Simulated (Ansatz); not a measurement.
FeNi3:
```
CELL_PARAMETERS angstrom
      3.51423     0.00000     0.00000
      0.00000     3.51423     0.00000
      0.00000     0.00000     3.51423
ATOMIC_POSITIONS crystal
  Fe 0.00000 0.00000 0.00000
  Ni 0.00000 0.50000 0.50000
  Ni 0.50000 0.00000 0.50000
  Ni 0.50000 0.50000 0.00000
```
Starting moments (μB, in the order of the atoms Fe Ni Ni Ni): 3.2 0.8 0.8 0.8.

Relaxed with r²SCAN.

Task: Which orbitals make up the states near the Fermi level in r²SCAN in the plane-wave PAW code Ansatz?

Result: Within 0.5 eV of the Fermi level: Ni 3d 65 %, Fe 3d 21 %, Ni 4s 7 %. Projections are on Löwdin-orthogonalised atomic valence shells; empty p or d shells of many metals are not among them.

Task: Tabulate the density of states.

Result: States/eV per cell of 4 atoms, in 0.25 eV bins, energy from the Fermi level.

```
E (eV)  total  Ni 3d  Fe 3d  Ni 4s
------  -----  -----  -----  -----
-7.85    0.44   0.01   0.01   0.30
-7.60    0.49   0.02   0.01   0.33
-7.35    0.55   0.03   0.02   0.36
-7.10    0.62   0.04   0.03   0.40
-6.85    0.66   0.06   0.04   0.40
-6.60    0.77   0.09   0.06   0.46
-6.35    0.97   0.15   0.12   0.54
-6.10    2.02   0.52   0.63   0.69
-5.85    2.75   0.79   1.05   0.70
-5.60    3.07   0.88   1.37   0.61
-5.35    3.20   1.19   1.36   0.45
-5.10    4.21   1.89   1.60   0.45
-4.85    6.24   2.67   2.78   0.49
-4.60    5.01   2.41   1.96   0.36
-4.35    4.44   2.22   1.54   0.37
-4.10    3.79   2.52   0.79   0.29
-3.85    6.25   4.52   1.18   0.30
-3.60    7.12   5.27   1.28   0.26
-3.35    9.99   7.84   1.62   0.21
-3.10    7.52   6.16   0.90   0.15
-2.85    7.97   6.41   1.06   0.14
-2.60    7.23   5.87   0.88   0.14
-2.35    7.24   5.96   0.78   0.16
-2.10    8.96   7.77   0.68   0.22
-1.85   10.35   8.78   1.08   0.19
-1.60   12.96  11.05   1.44   0.15
-1.35    9.17   7.82   0.89   0.15
-1.10    6.38   5.55   0.47   0.15
-0.85    4.37   3.62   0.34   0.17
-0.60    1.82   1.34   0.14   0.17
-0.35    1.53   1.10   0.11   0.16
-0.10    2.00   1.43   0.21   0.18
0.15     2.66   1.98   0.33   0.17
0.40     3.87   1.99   1.47   0.20
0.65     5.07   2.11   2.41   0.24
0.90     6.69   2.57   3.48   0.34
1.15     2.98   0.98   1.47   0.26
1.40     2.39   0.67   1.10   0.32
1.65     1.44   0.34   0.51   0.29
1.90     1.11   0.23   0.29   0.25
2.15     0.95   0.17   0.19   0.22
2.40     0.88   0.14   0.17   0.18
2.65     1.18   0.19   0.29   0.21
2.90     1.25   0.20   0.27   0.24
3.15     1.10   0.16   0.19   0.22
3.40     0.98   0.14   0.14   0.19
3.65     0.92   0.12   0.11   0.18
3.90     0.86   0.10   0.09   0.16
4.15     0.80   0.09   0.07   0.14
4.40     0.74   0.08   0.06   0.12
4.65     0.68   0.07   0.05   0.10
```

Space group Pm-3m (Cu3Au type). Symmetry was held in the r²SCAN relaxation. Spin order of the final state: ferromagnetic, chosen from 5 collinear starts compared on coarse meshes (ties went to the first, and starts can fall back to one state), not a proven ground state. Textbook magnetic order: ferromagnetic. Other orbital occupations within this spin state were not tried. For itinerant 3d metals, meta-GGAs of the SCAN family and hybrids are commonly reported to give too large moments.

Potentials: the later of the program's two PAW sets.
